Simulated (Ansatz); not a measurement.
CrB₄ in space group Immm (No. 71; Cr on 2a, B on 8l) under volume change, the program Ansatz at the LDA level (PAW), shape and atoms relaxed at each volume.

```tsv
V (Å³/atom)	E − E(relaxed) (meV/atom)	P (GPa)
6.476	…	…
6.690	26.1	20.63
6.903	6.2	9.56
7.117	0.0	0.00
7.330	…	…
7.544	21.5	-15.40
7.757	46.3	-21.58
```

**Question.** Some entries are withheld; supply them.

**Answer.** 
- 7.330, E − E(relaxed) (meV/atom): 5.6
- 7.330, P (GPa): -8.26
- 6.476, E − E(relaxed) (meV/atom): 62.0
- 6.476, P (GPa): 33.45

**Question.** What does a third-order Birch–Murnaghan fit give for V₀, B₀ and B′?

**Answer.** V₀ = 7.12 Å³/atom, B₀ = 296 GPa, B′ = 3.9.

The first step of the workflow began from a Materials Project structure, measured or hypothetical; the Crystallography Open Database files this formula in space group No. 71, but the cells were not matched. Whether it is the stable phase at ambient conditions was not checked. The cell was relaxed with LDA under the symmetry of its start; whether a distortion lowers the energy is not shown. The run is not spin-polarised.

Potentials: the later of the program's two PAW sets.
